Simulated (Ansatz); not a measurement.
**Data sheet: ScPd (DFT)**

ScPd:
```
ScPd
1.0
    3.29523     0.00000     0.00000
    0.00000     3.29523     0.00000
    0.00000     0.00000     3.29523
Pd Sc
1 1
Cartesian
  0.00000   0.00000   0.00000
  1.64762   1.64762   1.64762
```

Space group Pm-3m (No. 221), CsCl type; conventional cell a = b = c = 3.295 Å, α = β = γ = 90.00°.

Method: r²SCAN in the plane-wave PAW code Ansatz. Structure relaxed to zero pressure with the same functional. Other levels are named where they apply.

### Cell and energy

Volume per atom: 17.89 Å³
Density: 7.03 g/cm³
Formation energy from the elements (no fitted shifts): -0.93 eV/atom

### Electronic structure

Electronic character: metallic (no gap)
Density of states at the Fermi level: 0.62 states/eV per atom (mean over ±0.08 eV)
Gap with spin–orbit coupling: none (metallic)

### Mechanics

Bulk modulus (Birch–Murnaghan fit): 121 GPa
Pressure derivative B′: 4.4

### Charges

- Bader charges = Pd -1.60, Sc +1.60 e

The workflow started from an entry of the Crystallography Open Database (COD). Whether it is the stable phase at ambient conditions was not checked. The cell was relaxed with r²SCAN under the symmetry of its start; whether a distortion lowers the energy is not shown. The run is not spin-polarised. The references are the lowest solids computed at this level, not always the standard phases. Scalar-relativistic: spin–orbit coupling is off unless named, which matters more the heavier the elements.

Potentials: the later of the program's two PAW sets.
